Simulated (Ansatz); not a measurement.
An elastic tensor (GPa, Voigt order, standard axes) from DFT-PBEsol in the program Ansatz with PAW potentials:

```
 388  48.0   164   0.0   0.0   0.0
48.0   388   164   0.0   0.0   0.0
 164   164   337   0.0   0.0   0.0
 0.0   0.0   0.0   145   0.0   0.0
 0.0   0.0   0.0   0.0   145   0.0
 0.0   0.0   0.0   0.0   0.0  44.4
```

Task: Pick the material that matches.
(A) FeNi, L1₀ or tetragonal B2
(B) Pb2SeS, P4/mmm (Pb on 1a, Pb on 1d, Se on 1c, S on 1b)
(C) VPt, L1₀ or tetragonal B2
(D) HgPd, L1₀ or tetragonal B2

Result: A, FeNi, L1₀ or tetragonal B2

The workflow started from a Materials Project entry (that database holds measured and hypothetical structures alike); the Crystallography Open Database files this formula in space group No. 123, but the cells were not matched. Its standing as an ambient phase is unchecked. The cell was relaxed with PBEsol under the symmetry of its start; whether a distortion lowers the energy is not shown. Spin order of the final state: ferromagnetic, chosen from 5 collinear starts compared on coarse meshes (ties went to the first, and starts can fall back to one state), not a proven ground state. As this level gives no gap, shear constants depend on the k-mesh and smearing (Fermi–Dirac, 0.1 eV here).

Potentials: the later of the program's two PAW sets.
